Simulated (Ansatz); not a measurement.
## Does the screen's order of Dy5C cells survive refinement?

All numbers below come from Ansatz, DFT PBE, scalar-relativistic, plane waves, PAW, and for the lanthanide a 4f-in-core norm-conserving potential. Each cell gets a short relaxation within its symmetry: 630 eV, a coarse mesh through Γ, smearing of 0.2 eV, at most 16 steps to 0.08 eV/Å and 0.8 GPa. No spin polarisation. Energies are free energies per atom, good to about 0.1 eV/atom between metallic cells, end volumes are rough, and groups of ends are read at 0.1 Å.

The best distinct ends for Dy5C, in the order of the screen (coordination counts Dy atoms around C (those within 1.25 times the shortest such distance or 1.15 times the sum of covalent radii, 1.27 where that leaves under three)):

```json
{"cell": "1", "form": "Immm", "sites": "Dy 4g, 4i, 2b; C 2a", "coordination": "C 6", "k mesh": "4×4×4", "V (Å³/atom)": "28.4", "ΔF (meV/atom)": "0"}
{"cell": "2", "form": "Cmmm", "sites": "Dy 4j, 4i, 2c; C 2a", "coordination": "C 4", "k mesh": "4×4×2", "V (Å³/atom)": "26.3", "ΔF (meV/atom)": "146"}
{"cell": "3", "form": "R-3m", "sites": "Dy 9d, 6c; C 3a", "coordination": "C 6", "k mesh": "4×4×4", "V (Å³/atom)": "25.1", "ΔF (meV/atom)": "304"}
```

Each was then relaxed again at the same cutoff on a converged mesh (about 0.25 Å⁻¹ or finer for metals, 0.3 Å⁻¹ for insulators) with narrower smearing and tight tolerances.

Problem. Does the order hold, and how far do the energies move?

Solution. The order holds; relative to cell 1, the largest shift is 6 meV/atom, for cell 2.

```
cell  k mesh  smearing (eV)  V (Å³/atom)  ΔE (meV/atom)  shift from the screen (meV/atom)  gap on mesh (eV)
   1   8×8×8           0.10         28.5              0                                 0              0.00
   2  6×6×10           0.10         26.5            152                                 6              0.00
   3   6×6×6           0.10         25.4            306                                 2              0.00
```

Energies count from cell 1; meshes are those of each computed cell. The screen's values are free energies at wide smearing, which favour metallic cells; the refined ones are extrapolated to zero smearing. Some structure types and database cells were kept out of the candidates from the start, so a known form may be missing.

The lanthanide is trivalent by construction, without f bands, f moments or other valences.
